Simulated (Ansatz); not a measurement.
Data sheet: Si2Rh3 (DFT)

Si$_{2}$Rh$_{3}$:
```yaml
crystal:
  lattice:
    - [3.95864, 0.00000, 0.00000]
    - [-1.97932, 3.42829, 0.00000]
    - [0.00000, 0.00000, 5.03255]
  atoms:
    - { symbol: Si, position: [0.33333, 0.66667, 0.19791] }
    - { symbol: Si, position: [0.66667, 0.33333, 0.80209] }
    - { symbol: Rh, position: [0.33333, 0.66667, 0.67350] }
    - { symbol: Rh, position: [0.66667, 0.33333, 0.32650] }
    - { symbol: Rh, position: [0.00000, 0.00000, 0.00000] }
```

Space group P-3m1 (No. 164), La2O3 or Ni2Al3 type; conventional cell a = b = 3.9586 Å, c = 5.0325 Å, α = β = 90.00°, γ = 120.00°.

Method: PBEsol (plane waves, PAW; program Ansatz). The cell and atoms are relaxed at this level. Other levels are named where they apply.

### Cell and energy

| Property | Result |
|---|---|
| Volume per atom | 13.66 Å³ |
| Density | 8.87 g/cm³ |
| Formation energy from the elements (no fitted shifts) | -0.86 eV/atom |

### Electronic structure

| Quantity | Value |
|---|---|
| Electronic character | metallic (no gap) |
| Density of states at the Fermi level | 0.24 states/eV per atom (mean over ±0.08 eV) |
| Gap with spin–orbit coupling | none (metallic) |

### Mechanics

| Item | Result |
|---|---|
| Bulk modulus (Birch–Murnaghan fit) | 226 GPa |
| Pressure derivative B′ | 5.0 |
| Elastic constants (relaxed ions, GPa) | C11 = 374, C12 = 165, C13 = 175, C14 = 27.4, C33 = 290, C44 = 120 |
| Mechanical stability | stable (all eigenvalues of C positive) |
| Hill bulk and shear moduli | 228 and 99.3 GPa |
| Young's modulus | 260 GPa |
| Poisson's ratio | 0.31 |
| Debye temperature from the elastic constants | 466 K |

### Charges

| Property | Value |
|---|---|
| Bader charges | Si +1.05, Rh -0.72 to -0.66 e |

The workflow started from a Materials Project entry (that database holds measured and hypothetical structures alike); the Crystallography Open Database copy checked does not list it. Whether it is the stable phase at ambient conditions was not checked. The PBEsol relaxation kept the symmetry of its start; its stability against distortions is not shown here. No spin polarisation was allowed. As this level gives no gap, shear constants depend on the k-mesh and smearing (Fermi–Dirac, 0.1 eV here). The references are the lowest solids computed at this level, not always the standard phases. Scalar-relativistic: spin–orbit coupling is off unless named, which matters more the heavier the elements.

Potentials: the later of the program's two PAW sets.
